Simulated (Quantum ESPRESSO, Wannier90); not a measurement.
## Wannierisation of AlN (zinc blende)

Structure: Materials Project mp-1700, symmetrised, not relaxed again. Not found in the COD (Crystallography Open Database) copy used, which has the formula in other groups; not checked further. Level: PBEsol, no spin polarisation, no spin-orbit coupling; pw.x of Quantum ESPRESSO at 68 Ry with PseudoDojo potentials, 12×12×12 k-points, Wannier90. Density: 12×12×12 mesh, cold smearing 0.01 Ry.

On the energy scale of pw.x, whose zero is arbitrary, the valence-band maximum lies at 6.86 eV.

Input w.win:

```
num_bands = 1
num_wann = 1
exclude_bands = 2-15
num_iter = 1000
conv_tol = 1.0e-6
conv_window = 4
write_hr = true
write_u_matrices = true
auto_projections = true
begin unit_cell_cart
ang
    0.0000000000    2.1839950000    2.1839950000
    2.1839950000    0.0000000000    2.1839950000
    2.1839950000    2.1839950000    0.0000000000
end unit_cell_cart
begin atoms_frac
Al   0.0000000000  0.0000000000  0.0000000000
N    0.2500000000  0.2500000000  0.2500000000
end atoms_frac
mp_grid = 12 12 12
begin kpoints
0.0000000000 0.0000000000 0.0000000000
0.0000000000 0.0000000000 0.0833333333
0.0000000000 0.0000000000 0.1666666667
... (1725 more lines: the 12x12x12 mesh through Gamma)
end kpoints
```

Input of pw2wannier90.x that gives the overlap and projection files (equivalent; here they were cut from one run over all bands):

```
&inputpp
  outdir = './out'
  prefix = 'pwscf'
  seedname = 'w'
  write_amn = .true.
  write_mmn = .true.
  atom_proj = .true.
  atom_proj_exclude = 1 2 3 4 6 7 8
/
```

Output w.wout (banner and timings cut):

```
                                    ------
                                    SYSTEM
                                    ------

                              Lattice Vectors (Ang)
                    a_1     0.000000   2.183995   2.183995
                    a_2     2.183995   0.000000   2.183995
                    a_3     2.183995   2.183995   0.000000

                   Unit Cell Volume:      20.83459  (Ang^3)

                        Reciprocal-Space Vectors (Ang^-1)
                    b_1    -1.438461   1.438461   1.438461
                    b_2     1.438461  -1.438461   1.438461
                    b_3     1.438461   1.438461  -1.438461

 *----------------------------------------------------------------------------*
 |   Site       Fractional Coordinate          Cartesian Coordinate (Ang)     |
 +----------------------------------------------------------------------------+
 | al   1   0.00000   0.00000   0.00000   |    0.00000   0.00000   0.00000    |
 | n    1   0.25000   0.25000   0.25000   |    1.09200   1.09200   1.09200    |
 *----------------------------------------------------------------------------*
                                ------------
                                K-POINT GRID
                                ------------

             Grid size = 12 x 12 x 12      Total points = 1728

 *---------------------------------- MAIN ------------------------------------*
 |  Number of Wannier Functions               :                 1             |
 |  Number of Objective Wannier Functions     :                 1             |
 |  Number of input Bloch states              :                 1             |
 |  Output verbosity (1=low, 5=high)          :                 1             |
 |  Timing Level (1=low, 5=high)              :                 1             |
 |  Optimisation (0=memory, 3=speed)          :                 3             |
 |  Length Unit                               :               Ang             |
 |  Post-processing setup (write *.nnkp)      :                 F             |
 |  Using Gamma-only branch of algorithms     :                 F             |
 *----------------------------------------------------------------------------*
 *------------------------------- WANNIERISE ---------------------------------*
 |  Total number of iterations                :              1000             |
 |  Number of CG steps before reset           :                 5             |
 |  Trial step length for line search         :             2.000             |
 |  Convergence tolerence                     :         0.100E-05             |
 |  Convergence window                        :                 4             |
 |  Iterations between writing output         :                 1             |
 |  Iterations between backing up to disk     :               100             |
 |  Write r^2_nm to file                      :                 F             |
 |  Write xyz WF centres to file              :                 F             |
 |  Write on-site energies <0n|H|0n> to file  :                 F             |
 |  Use guiding centre to control phases      :                 F             |
 |  Use phases for initial projections        :                 F             |
 *----------------------------------------------------------------------------*
 *-------------------------------- PLOTTING ----------------------------------*
 |  Plotting Hamiltonian in WF basis          :                 T             |
 *----------------------------------------------------------------------------*

       ... (k-mesh section left out)

 Starting a new Wannier90 calculation ...

 Reading overlaps from w.mmn

 Reading projections from w.amn

 *------------------------------- WANNIERISE ---------------------------------*
 +--------------------------------------------------------------------+<-- CONV
 | Iter  Delta Spread     RMS Gradient      Spread (Ang^2)            |<-- CONV
 +--------------------------------------------------------------------+<-- CONV

 ------------------------------------------------------------------------------
 Initial State
  WF centre and spread    1  (  1.091998,  1.091998,  1.091998 )     0.88460321
  Sum of centres and spreads (  1.091998,  1.091998,  1.091998 )     0.88460321

      0     0.885E+00     0.0000000000        0.8846032107  <-- CONV
        O_D=      0.0001112 O_OD=      0.0000000 O_TOT=      0.8846032 <-- SPRD
 ------------------------------------------------------------------------------
      1    -0.257E-05     0.0004162252        0.8846006373  <-- CONV
        O_D=      0.0001087 O_OD=      0.0000000 O_TOT=      0.8846006 <-- SPRD
      2    -0.105E-06     0.0001195379        0.8846005322  <-- CONV
        O_D=      0.0001086 O_OD=      0.0000000 O_TOT=      0.8846005 <-- SPRD
      3    -0.545E-08     0.0000329859        0.8846005268  <-- CONV
        O_D=      0.0001086 O_OD=      0.0000000 O_TOT=      0.8846005 <-- SPRD
      4    -0.406E-09     0.0000131452        0.8846005264  <-- CONV
        O_D=      0.0001086 O_OD=      0.0000000 O_TOT=      0.8846005 <-- SPRD
      5    -0.191E-12     0.0000052310        0.8846005264  <-- CONV
        O_D=      0.0001086 O_OD=      0.0000000 O_TOT=      0.8846005 <-- SPRD
             <<<     Delta < 1.000E-06  over  4 iterations     >>>
             <<< Wannierisation convergence criteria satisfied >>>
 Final State
  WF centre and spread    1  (  1.091998,  1.091998,  1.091998 )     0.88460052
  Sum of centres and spreads (  1.091998,  1.091998,  1.091998 )     0.88460052

         Spreads (Ang^2)       Omega I      =     0.884491965
        ================       Omega D      =     0.000108561
                               Omega OD     =     0.000000000
    Final Spread (Ang^2)       Omega Total  =     0.884600526
```
